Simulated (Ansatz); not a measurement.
Below is a relaxed structure of Ti2Ge6Mo. The cell was found from a structure generator's guess, not taken from experiment.

Method: DFT PBE, scalar-relativistic, plane waves, PAW in Ansatz. Cutoff 420 eV, Γ-centred mesh, Gaussian smearing, no spin polarisation.

```cif
data_structure
_symmetry_space_group_name_H-M 'P 1'
_symmetry_Int_Tables_number 1
_cell_length_a 13.0571
_cell_length_b 13.0571
_cell_length_c 13.0571
_cell_angle_alpha 165.273
_cell_angle_beta 165.273
_cell_angle_gamma 20.885
_cell_volume 143.84
loop_
_atom_site_label
_atom_site_type_symbol
_atom_site_fract_x
_atom_site_fract_y
_atom_site_fract_z
_atom_site_occupancy
Ti1 Ti 0.83489 0.83489 0.00000 1
Ti2 Ti 0.16511 0.16511 0.00000 1
Ge1 Ge 0.05285 0.05285 0.00000 1
Ge2 Ge 0.72100 0.72100 0.00000 1
Ge3 Ge 0.38941 0.38941 0.00000 1
Ge4 Ge 0.94715 0.94715 0.00000 1
Ge5 Ge 0.61059 0.61059 0.00000 1
Ge6 Ge 0.27900 0.27900 0.00000 1
Mo1 Mo 0.50000 0.50000 0.00000 1
```

The zero of energy is the elements' standard structures at the same level; no fitted shifts are applied.

Q: What space group does it have?

A: I4/mmm (No. 139). Conventional cell: a = 3.347 Å, c = 25.682 Å. Ti has 10 Ge at 2.75–2.92 Å and 4 Ti at 3.35 Å; Ge on its first site is surrounded by 5 Ge at 2.71–2.79 Å, 4 Mo at 2.73 Å, 1 Ti at 2.88 Å and 4 Ge at 3.35 Å; Ge on its second site has 5 Ti at 2.77–2.92 Å, 5 Ge at 2.80–2.84 Å and 4 Ge at 3.35 Å; Mo has 10 Ge at 2.73–2.84 Å and 4 Mo at 3.35 Å; 1 more site not described.

Q: How far does it lie from the elements in energy?

A: −0.23 eV/atom. Whether it is stable depends on the other phases of the system, which aren't compared here.

Q: Is it a metal?

A: Yes, bands cross the Fermi level on the 16×16×16 mesh.

The last run used a 16×16×16 mesh for its 9-atom cell and Gaussian smearing of 0.10 eV. A structure relaxed within its symmetry needn't be a true minimum.
